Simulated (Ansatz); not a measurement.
The start is a generated trial cell of Sn in the bcc structure type. Cell shape, volume and atoms are optimised at zero target pressure with r2SCAN (plane waves to 500 eV, PAW, scalar-relativistic; Ansatz, a program for electronic structure). The first steps use a coarse 12×12×12 k-mesh.

Starting cell:
```
Sn
1.0
   -1.88988     1.88988     1.88988
    1.88988    -1.88988     1.88988
    1.88988     1.88988    -1.88988
Sn
1
Direct
  0.00000   0.00000   0.00000
```

Question: By how much does the energy per atom fall from start to end?

Answer: Under 0.01 eV/atom.

Question: How does the volume per atom move from start to end?

Answer: -0.6 %, from 27.00 to 26.85 Å³/atom.

Question: How do the shortest distances between atoms change?

Answer: The closest pairs of elements (up to four, under 3.6 Å), start → end: Sn–Sn 3.27 → 3.27 Å.

Question: Is the relaxed structure metallic? Give its gap.

Answer: No gap (metallic).

Question: Write out the relaxed structure.

Answer: 
```cif
data_Sn2
_chemical_formula_sum 'Sn2'
_space_group_name_H-M_alt 'Im-3m'
_space_group_IT_number 229
_space_group_name_Hall '-I 4 2 3'
_cell_length_a 3.77268
_cell_length_b 3.77268
_cell_length_c 3.77268
_cell_angle_alpha 90.000
_cell_angle_beta 90.000
_cell_angle_gamma 90.000
loop_
_atom_site_label
_atom_site_type_symbol
_atom_site_symmetry_multiplicity
_atom_site_Wyckoff_symbol
_atom_site_fract_x
_atom_site_fract_y
_atom_site_fract_z
_atom_site_occupancy
Sn1 Sn 2 a 0.00000 0.00000 0.00000 1
```
(The calculation used a cell of 1 atom; values per cell refer to that cell.)

The space group stays Im-3m (No. 229) (the run could not lower it); the end is bcc (W type), with 1 atom in the primitive cell. Final values are on a 17×17×17 k-mesh of the relaxed cell. No spin polarisation in the result.

The run could not lose the symmetry of its start: the end is stationary, and may be a saddle point rather than a minimum.

The relaxed structure here is a generated cell of Sn: the first start was made by placing the elements on the sites of a structure type, and the end was not matched to a known phase here, so it may be hypothetical. Known forms of Sn include space group No. 141, 227.
